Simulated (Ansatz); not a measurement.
Relaxed-ion elastic tensor of Hf$_{2}$SnC in space group P6_3/mmc (No. 194; Hf on 4f, Sn on 2d, C on 2a) in GPa (Voigt order), plane-wave PAW PBEsol (Ansatz code); density 11.95 g/cm³, 16.94 Å³ per atom.

```
 265  71.1   103   0.0   0.0   0.0
71.1   265   103   0.0   0.0   0.0
 103   103   266   0.0   0.0   0.0
 0.0   0.0   0.0   106   0.0   0.0
 0.0   0.0   0.0   0.0   106   0.0
 0.0   0.0   0.0   0.0   0.0  96.9
```

Problem. Is the crystal mechanically stable?

Solution. Yes: the smallest eigenvalue of C is 96.9 GPa.

Problem. Work out the Voigt, Reuss and Hill averages.

Solution. K_V = 150, K_R = 149, K_H = 150; G_V = 96.4, G_R = 94.9, G_H = 95.7 GPa.

Problem. Give Young's modulus, Poisson's ratio, Pugh's ratio and the universal anisotropy index.

Solution. E = 9KG/(3K + G) = 237 GPa; ν = 0.24; K/G = 1.56 (brittle by the Pugh limit of 1.75); A_U = 5G_V/G_R + K_V/K_R − 6 = 0.08.

Problem. Estimate the sound speeds and the Debye temperature.

Solution. v_l = √((K + 4G/3)/ρ) = 4820 m/s, v_t = √(G/ρ) = 2830 m/s, mean 3140 m/s; Θ = (h/k)(3n/4πV)^(1/3) v_m = 364 K.

Problem. Solve the Christoffel equation for the three sound speeds along x, y, z.

Solution. Eigenvalues of C_ijkl n_j n_l equal ρv². In km/s, slowest first: x 2.85, 2.98, 4.71; y 2.85, 2.98, 4.71; z 2.98, 2.98, 4.72.

Problem. How much does each axis shrink under pressure?

Solution. Linear compressibilities β_i = Σ_j S_ij (j = 1 to 3): x 2.4, y 2.4, z 1.9 per TPa.

The first step of the workflow began from a Materials Project structure, measured or hypothetical; the Crystallography Open Database copy checked does not list it. Its standing as an ambient phase is unchecked. Symmetry was held in the PBEsol relaxation; its stability against distortions is not shown here. The run is not spin-polarised. As this level gives no gap, shear constants depend on the k-mesh and smearing (Fermi–Dirac, 0.1 eV here). Spin–orbit coupling is left out wherever it is not named.

Potentials: the later of the program's two PAW sets.
